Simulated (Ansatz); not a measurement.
CuO (CsCl type, Pm-3m) under volume change, r²SCAN (plane waves, PAW; program Ansatz), scaled uniformly.

| V (Å³/atom) | E − E(relaxed) (meV/atom) | P (GPa) |
|---|---|---|
| 7.977 | 53.5 | 23.72 |
| 8.239 | 22.4 | 14.43 |
| 8.502 | 5.3 | 6.61 |
| 8.765 | 0.0 | 0.02 |
| 9.028 | 4.7 | -5.53 |
| 9.291 | 17.7 | -10.20 |
| 9.554 | 37.8 | -14.13 |

### Question
What does a third-order Birch–Murnaghan fit give for V₀, B₀ and B′?

### Answer
V₀ = 8.77 Å³/atom, B₀ = 201 GPa, B′ = 4.7.

The cell is a constructed one: a structure type filled with these elements; the Crystallography Open Database copy checked does not list it. It is not the phase usual at ambient conditions (space group No. 15). The r²SCAN relaxation kept the symmetry of its start. At this level the phase is mechanically unstable. The run is not spin-polarised. The volume moved by 51 % from the start of the relaxation. No Hubbard U is applied.

Potentials: the later of the program's two PAW sets.
